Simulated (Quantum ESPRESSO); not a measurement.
TaZr2O5F3, one run as intended and one with a planted mistake

Simulated, not a measurement. The program is pw.x of Quantum ESPRESSO 7.5 (plane-wave density functional theory). The cell is made up: 11 atoms on a rutile lattice with one site empty, with randomly drawn elements, strain and displacements, not relaxed. PseudoDojo standard norm-conserving files (v0.5 for PBE, v0.4.1 for LDA and PBEsol) set the functional; there is no spin polarisation, spin-orbit coupling or dispersion term, and the masses in the input are unused placeholders.

Intended input:

```
&control calculation='scf', pseudo_dir='./dojo.nc.sr.pbe.v0_5.standard.upf', outdir='./o', disk_io='low', tprnfor=.true., tstress=.true. /
&system ibrav=0, nat=11, ntyp=4, nbnd=50, ecutwfc=84.00895049, nosym=.true., tot_charge=0,
 occupations='smearing', smearing='fd', degauss=0.0018374661
/
&electrons conv_thr=7.350e-09, electron_maxstep=60, /
ATOMIC_SPECIES
F 1.0 F.upf
O 1.0 O.upf
Ta 1.0 Ta.upf
Zr 1.0 Zr.upf
CELL_PARAMETERS angstrom
4.7277 -0.0149 0.0333
-0.0149 4.7115 0.0756
0.044 0.0998 6.1108
ATOMIC_POSITIONS angstrom
Ta -0.0481 0.0599 0.0476
Zr 2.3729 2.3913 1.5672
Zr 0.0235 0.1149 3.0282
O 1.4761 1.3908 0.1224
O 3.2869 3.2989 0.1339
F 3.7888 0.9496 1.5506
O 0.8596 3.7682 1.6387
O 1.5093 1.4391 3.0008
O 3.3796 3.3163 3.1354
F 3.7737 1.0471 4.6056
F 0.8885 3.8138 4.7038
K_POINTS automatic
5 5 4 1 1 1
```

The log is shortened where brackets say so; the opening notice, blank lines, dates and the lines on written files are dropped, and the path of the files is cut. It prints rydbergs, bohrs and kilobars, and counts compression as positive stress. Where no state is partly filled, the Fermi energy that it prints is only some level between the filled and the empty states on the mesh, and need not lie in the true gap.

Log of the intended run:

```
     Program PWSCF v.7.5
     Parallel version (MPI & OpenMP), running on       4 processor cores
     Number of MPI processes:                 4
     Threads/MPI process:                     1
     [start-up lines left out]
     bravais-lattice index     =            0
     lattice parameter (alat)  =       8.9343  a.u.
     unit-cell volume          =     918.2549 (a.u.)^3
     number of atoms/cell      =           11
     number of atomic types    =            4
     number of electrons       =        88.00
     number of Kohn-Sham states=           50
     kinetic-energy cutoff     =      84.0090  Ry
     charge density cutoff     =     336.0358  Ry
     scf convergence threshold =      7.3E-09
     mixing beta               =       0.7000
     number of iterations used =            8  plain     mixing
     Exchange-correlation= PBE
                           (   1   4   3   4   0   0   0)
     [axes and pseudopotential details left out]
   Cartesian axes
     site n.     atom                  positions (alat units)
         1        Ta     tau(   1) = (  -0.0101738   0.0126696   0.0100680  )
         2        Zr     tau(   2) = (   0.5018993   0.5057911   0.3314832  )
         3        Zr     tau(   3) = (   0.0049706   0.0243028   0.6405038  )
         4        O      tau(   4) = (   0.3122144   0.2941723   0.0258892  )
         5        O      tau(   5) = (   0.6952222   0.6977604   0.0283216  )
         6        F      tau(   6) = (   0.8013806   0.2008528   0.3279721  )
         7        O      tau(   7) = (   0.1818166   0.7970235   0.3466064  )
         8        O      tau(   8) = (   0.3192366   0.3043884   0.6347083  )
         9        O      tau(   9) = (   0.7148295   0.7014407   0.6631780  )
        10        F      tau(  10) = (   0.7981868   0.2214753   0.9741445  )
        11        F      tau(  11) = (   0.1879293   0.8066685   0.9949151  )
     number of k points=    50  Fermi-Dirac smearing, width (Ry)=  0.0018
                       cart. coord. in units 2pi/alat
        k(    1) = (   0.0996507   0.0991477   0.0943740), wk =   0.0400000
        k(    2) = (   0.0982781   0.0960387   0.2878562), wk =   0.0400000
     [further k points left out]
     Dense  grid:    95433 G-vectors     FFT dimensions: (  54,  54,  72)
     Estimated max dynamical RAM per process >     272.86 MB
     Estimated total dynamical RAM >    1021.54 MB
     Initial potential from superposition of free atoms
     starting charge      87.9943, renormalised to      88.0000
     Starting wfcs are   62 randomized atomic wfcs
     total cpu time spent up to now is        5.2 secs
     per-process dynamical memory:   212.4 Mb
     Self-consistent Calculation
     iteration #  1     ecut=    84.01 Ry     beta= 0.70
     Davidson diagonalization with overlap
     ethr =  1.00E-02,  avg # of iterations =  2.0
     total cpu time spent up to now is       14.7 secs
     total energy              =    -644.59987509 Ry
     estimated scf accuracy    <       4.37429691 Ry
     iteration #  2     ecut=    84.01 Ry     beta= 0.70
     Davidson diagonalization with overlap
     ethr =  4.97E-03,  avg # of iterations =  6.6
     total cpu time spent up to now is       29.8 secs
     total energy              =    -640.58273304 Ry
     estimated scf accuracy    <      37.98355800 Ry
     [iterations 3 to 15 left out]
     iteration # 16     ecut=    84.01 Ry     beta= 0.70
     Davidson diagonalization with overlap
     ethr =  2.61E-11,  avg # of iterations =  3.9
     total cpu time spent up to now is      184.1 secs
     total energy              =    -646.86553794 Ry
     estimated scf accuracy    <          8.4E-09 Ry
     iteration # 17     ecut=    84.01 Ry     beta= 0.70
     Davidson diagonalization with overlap
     ethr =  9.55E-12,  avg # of iterations =  2.2
     total cpu time spent up to now is      193.7 secs
     End of self-consistent calculation
     [lines on levels left out]
     the Fermi energy is     9.2448 ev
!    total energy              =    -646.86553794 Ry
     estimated scf accuracy    <          2.1E-09 Ry
     smearing contrib. (-TS)   =      -0.00000000 Ry
     internal energy E=F+TS    =    -646.86553794 Ry
     The total energy is F=E-TS. E is the sum of the following terms:
     one-electron contribution =    -221.73350106 Ry
     hartree contribution      =     157.18162586 Ry
     xc contribution           =    -145.07326221 Ry
     ewald contribution        =    -437.24040053 Ry
     convergence has been achieved in  17 iterations
     Forces acting on atoms (cartesian axes, Ry/au):
     atom    1 type  3   force =     0.11000799   -0.11631515   -0.11812123
     atom    2 type  4   force =    -0.07626243    0.11982376    0.12261981
     atom    3 type  4   force =     0.03586309   -0.08766317    0.14883179
     atom    4 type  2   force =    -0.14119436   -0.13329397   -0.04830153
     atom    5 type  2   force =     0.14830737    0.15089297   -0.06575157
     atom    6 type  1   force =    -0.00300172    0.00562101   -0.04683696
     atom    7 type  2   force =    -0.04607610    0.06387167   -0.11329388
     atom    8 type  2   force =    -0.05292273   -0.07008746    0.03511564
     atom    9 type  2   force =     0.02636835    0.03317887   -0.04343927
     atom   10 type  1   force =     0.01530161   -0.00534451    0.07137822
     atom   11 type  1   force =    -0.01639107    0.03931599    0.05779896
     Total force =     0.489339     Total SCF correction =     0.000077
     Computing stress (Cartesian axis) and pressure
          total   stress  (Ry/bohr**3)                   (kbar)     P=      168.18
   0.00065952  -0.00077229  -0.00040243           97.02     -113.61      -59.20
  -0.00077229   0.00062845  -0.00012452         -113.61       92.45      -18.32
  -0.00040243  -0.00012452   0.00214187          -59.20      -18.32      315.08
     init_run     :      4.94s CPU      5.13s WALL (       1 calls)
     electrons    :    187.85s CPU    188.48s WALL (       1 calls)
     forces       :      1.84s CPU      1.86s WALL (       1 calls)
     stress       :      6.54s CPU      6.56s WALL (       1 calls)
     [timing details left out]
     PWSCF        :   3m21.32s CPU   3m22.25s WALL
     JOB DONE.
```

A second run has one planted mistake: the files are those of another functional. The input lines that differ, file-writing options aside:

```
- &control calculation='scf', pseudo_dir='./dojo.nc.sr.pbe.v0_5.standard.upf', outdir='./o', disk_io='low', tprnfor=.true., tstress=.true. /
+ &control calculation='scf', pseudo_dir='./dojo.nc.sr.lda.v0_4_1.standard.upf', outdir='./o', disk_io='low', tprnfor=.true., tstress=.true. /
```

Its log:

```
     Program PWSCF v.7.5
     Parallel version (MPI & OpenMP), running on       4 processor cores
     Number of MPI processes:                 4
     Threads/MPI process:                     1
     [start-up lines left out]
     bravais-lattice index     =            0
     lattice parameter (alat)  =       8.9343  a.u.
     unit-cell volume          =     918.2549 (a.u.)^3
     number of atoms/cell      =           11
     number of atomic types    =            4
     number of electrons       =        88.00
     number of Kohn-Sham states=           50
     kinetic-energy cutoff     =      84.0090  Ry
     charge density cutoff     =     336.0358  Ry
     scf convergence threshold =      7.3E-09
     mixing beta               =       0.7000
     number of iterations used =            8  plain     mixing
     Exchange-correlation= SLA  PW   NOGX NOGC
                           (   1   4   0   0   0   0   0)
     [axes and pseudopotential details left out]
   Cartesian axes
     site n.     atom                  positions (alat units)
         1        Ta     tau(   1) = (  -0.0101738   0.0126696   0.0100680  )
         2        Zr     tau(   2) = (   0.5018993   0.5057911   0.3314832  )
         3        Zr     tau(   3) = (   0.0049706   0.0243028   0.6405038  )
         4        O      tau(   4) = (   0.3122144   0.2941723   0.0258892  )
         5        O      tau(   5) = (   0.6952222   0.6977604   0.0283216  )
         6        F      tau(   6) = (   0.8013806   0.2008528   0.3279721  )
         7        O      tau(   7) = (   0.1818166   0.7970235   0.3466064  )
         8        O      tau(   8) = (   0.3192366   0.3043884   0.6347083  )
         9        O      tau(   9) = (   0.7148295   0.7014407   0.6631780  )
        10        F      tau(  10) = (   0.7981868   0.2214753   0.9741445  )
        11        F      tau(  11) = (   0.1879293   0.8066685   0.9949151  )
     number of k points=    50  Fermi-Dirac smearing, width (Ry)=  0.0018
                       cart. coord. in units 2pi/alat
        k(    1) = (   0.0996507   0.0991477   0.0943740), wk =   0.0400000
        k(    2) = (   0.0982781   0.0960387   0.2878562), wk =   0.0400000
     [further k points left out]
     Dense  grid:    95433 G-vectors     FFT dimensions: (  54,  54,  72)
     Estimated max dynamical RAM per process >     272.86 MB
     Estimated total dynamical RAM >    1021.54 MB
     Initial potential from superposition of free atoms
     starting charge      87.9953, renormalised to      88.0000
     Starting wfcs are   62 randomized atomic wfcs
     total cpu time spent up to now is        4.1 secs
     per-process dynamical memory:   213.2 Mb
     Self-consistent Calculation
     iteration #  1     ecut=    84.01 Ry     beta= 0.70
     Davidson diagonalization with overlap
     ethr =  1.00E-02,  avg # of iterations =  2.0
     total cpu time spent up to now is       11.7 secs
     total energy              =    -644.32589758 Ry
     estimated scf accuracy    <       4.19404594 Ry
     iteration #  2     ecut=    84.01 Ry     beta= 0.70
     Davidson diagonalization with overlap
     ethr =  4.77E-03,  avg # of iterations =  6.8
     total cpu time spent up to now is       23.4 secs
     total energy              =    -640.43839870 Ry
     estimated scf accuracy    <      37.53764917 Ry
     [iterations 3 to 14 left out]
     iteration # 15     ecut=    84.01 Ry     beta= 0.70
     Davidson diagonalization with overlap
     ethr =  1.60E-10,  avg # of iterations =  4.8
     total cpu time spent up to now is      133.8 secs
     total energy              =    -646.54457114 Ry
     estimated scf accuracy    <       0.00000002 Ry
     iteration # 16     ecut=    84.01 Ry     beta= 0.70
     Davidson diagonalization with overlap
     ethr =  2.82E-11,  avg # of iterations =  3.6
     total cpu time spent up to now is      141.3 secs
     End of self-consistent calculation
     [lines on levels left out]
     the Fermi energy is     8.7878 ev
!    total energy              =    -646.54457114 Ry
     estimated scf accuracy    <          7.1E-09 Ry
     smearing contrib. (-TS)   =      -0.00000001 Ry
     internal energy E=F+TS    =    -646.54457114 Ry
     The total energy is F=E-TS. E is the sum of the following terms:
     one-electron contribution =    -222.32290994 Ry
     hartree contribution      =     156.06771298 Ry
     xc contribution           =    -143.04897365 Ry
     ewald contribution        =    -437.24040053 Ry
     convergence has been achieved in  16 iterations
     Forces acting on atoms (cartesian axes, Ry/au):
     atom    1 type  3   force =     0.10536661   -0.11506355   -0.11266452
     atom    2 type  4   force =    -0.07452325    0.11478060    0.11976490
     atom    3 type  4   force =     0.03348244   -0.08607587    0.14588824
     atom    4 type  2   force =    -0.14629505   -0.13692971   -0.03627465
     atom    5 type  2   force =     0.15351140    0.15588096   -0.05298396
     atom    6 type  1   force =     0.00547687   -0.00254087   -0.05299697
     atom    7 type  2   force =    -0.05094526    0.07044685   -0.11670071
     atom    8 type  2   force =    -0.05441427   -0.07089774    0.02276792
     atom    9 type  2   force =     0.02960980    0.03495059   -0.05304455
     atom   10 type  1   force =     0.03071603   -0.02051451    0.07473360
     atom   11 type  1   force =    -0.03198532    0.05596326    0.06151069
     Total force =     0.494356     Total SCF correction =     0.000161
     Computing stress (Cartesian axis) and pressure
          total   stress  (Ry/bohr**3)                   (kbar)     P=       55.30
  -0.00006706  -0.00075051  -0.00039531           -9.86     -110.40      -58.15
  -0.00075051  -0.00009971  -0.00012766         -110.40      -14.67      -18.78
  -0.00039531  -0.00012766   0.00129453          -58.15      -18.78      190.43
     init_run     :      3.91s CPU      4.07s WALL (       1 calls)
     electrons    :    136.21s CPU    137.21s WALL (       1 calls)
     forces       :      1.46s CPU      1.47s WALL (       1 calls)
     stress       :      4.92s CPU      4.93s WALL (       1 calls)
     [timing details left out]
     PWSCF        :   2m26.59s CPU   2m27.84s WALL
     JOB DONE.
```

```
                                            intended run  run with the mistake
                          free energy (eV)     -8801.054             -8796.687
                    smearing term -TS (eV)        0.0000                0.0000
                            pressure (GPa)         16.82                  5.53
            largest force component (eV/Å)         3.880                 4.008
largest change of a force component (eV/Å)                               0.428
                                iterations            17                    16
```

For scale, a rerun of the intended cell at a cutoff of 1467 eV and k mesh 7 x 7 x 6 moved values by no more than 0.004 eV in energy, 0.03 GPa in stress and 0.002 eV/Å in force. Files of another functional have another zero of energy, so the energy change says nothing on stability.